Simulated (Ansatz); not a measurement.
## VPt: stationary points along a deformation path

Method: Ansatz, DFT PBEsol, scalar-relativistic, plane waves, PAW. Cutoff 420 eV, Γ-centred 20×20×14 k-points, Gaussian smearing of 0.15 eV. Spin–orbit coupling is left out, which matters for the heavy elements here. Collinear spins, started from moments 0.2, 0.0 μB in atom order; the magnetic state may not be the lowest. Energies are free energies at this smearing, counted from the undisturbed cell; pressure is positive in compression.

Reference structure (as given, not relaxed at this level; it stands at -5.6 GPa, and it needn't be the usual structure):

```xyz
2
Lattice="2.6941 0.0000 0.0000 0.0000 2.6941 0.0000 0.0000 0.0000 3.8800" Properties=species:S:1:pos:R:3 pbc="T T T"
V     1.3470    1.3470    1.9400
Pt    0.0000    0.0000    0.0000
```

At fixed volume and fractional coordinates, lengths along (0.000, 0.000, 1.000) are scaled against those across it; ρ is that ratio over its starting value. V = 14.081 Å³/atom. Δσ is the stress along the axis less the mean stress across it (compression positive).

```
    ρ  ΔE (meV/atom)  Δσ (GPa) space group
0.800          281.9     27.19       P4/mmm
0.850          178.2     29.77       P4/mmm
0.920           56.8     20.57       P4/mmm
0.960           16.2     11.76       P4/mmm
1.000            0.0      1.39       P4/mmm
1.050           15.8    -12.62       P4/mmm
1.100           69.8    -27.12       P4/mmm
1.200          272.8    -51.30       P4/mmm
```

Task: How does the stress give the slope of the energy, and where is the energy stationary?

Result: Along the path d ln(length) is 2/3 d ln ρ on the axis and −1/3 d ln ρ across it, so dE/d ln ρ = −(2/3) V Δσ: the energy falls with ρ where Δσ is positive. Δσ vanishes or changes sign between ρ = 1.000 and 1.050, a minimum (near 1.00 by linear interpolation). Pairs of stationary points between two samples would go unseen, and could change a minimum read from distant neighbours into a maximum.

Task: Integrate that slope from ρ = 1 to 0.850 by the trapezoid rule.

Result: With V/N in Å³ and 1 eV/Å³ = 160.2 GPa the slopes at ρ = 1.000, 0.960, 0.920, 0.850 are -81, -689, -1205, -1744 meV/atom per unit of ln ρ. The steps add 15.7 + 40.3 + 116.7 = 172.7 meV/atom, against 178.2 from the energies; the trapezoid rule misses the curvature of the slope within each step.

In a metal these slopes depend on the k mesh and the smearing.